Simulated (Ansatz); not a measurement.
SiC:
```xyz
6
Lattice="3.0658 0.0000 0.0000 -1.5329 2.6550 0.0000 0.0000 0.0000 7.0311" Properties=species:S:1:pos:R:3 pbc="T T T"
Si     1.5329     0.0000     3.5156
Si    -0.7664     1.3275     1.1719
Si     0.7664     1.3275     5.8593
C      1.5329     0.0000     0.0000
C     -0.7664     1.3275     4.6874
C      0.7664     1.3275     2.3437
```

Relaxed with PBEsol. Special points in fractions of this cell's reciprocal vectors: Γ (0.000, 0.000, 0.000); M (0.500, 0.000, 0.000); K (0.333, 0.333, 0.000); A (0.000, 0.000, 0.500); L (0.500, 0.000, 0.500); H (0.333, 0.333, 0.500).

Q: List the band energies nearest the valence-band maximum at these points for the program Ansatz at the PBEsol level (PAW).

A: In eV from the valence-band maximum; about four levels below and three above (degenerate sets whole), none deeper than 8.9 eV; points with the same levels are listed once.

| k | below | above |
|---|---|---|
| Γ | -0.36 -0.36 -0.21 0.00 | 3.35 3.35 4.30 |
| M | -3.65 -2.96 -2.47 -2.21 | 0.77 1.51 2.64 |
| K | -5.81 -5.81 -3.37 -2.38 -2.38 | 2.51 3.13 3.13 |
| A | -1.01 -0.37 -0.17 -0.17 | 2.95 4.59 4.59 |
| L | -3.49 -2.82 -2.52 -2.07 | 1.81 2.63 3.38 |
| H | -5.00 -5.00 -3.53 -2.51 | 2.78 5.39 5.39 |

Space group P6_222. The start of the workflow was typed in or built on a structure type; neither database checked (COD, Materials Project) lists it. It is not the phase usual at ambient conditions (space group No. 186, 216). The cell was relaxed with PBEsol under the symmetry of its start; phonons on a q-mesh show no instability. Its formation energy is positive at this level, so the cell may be metastable or incomplete.

Potentials: the later of the program's two PAW sets.
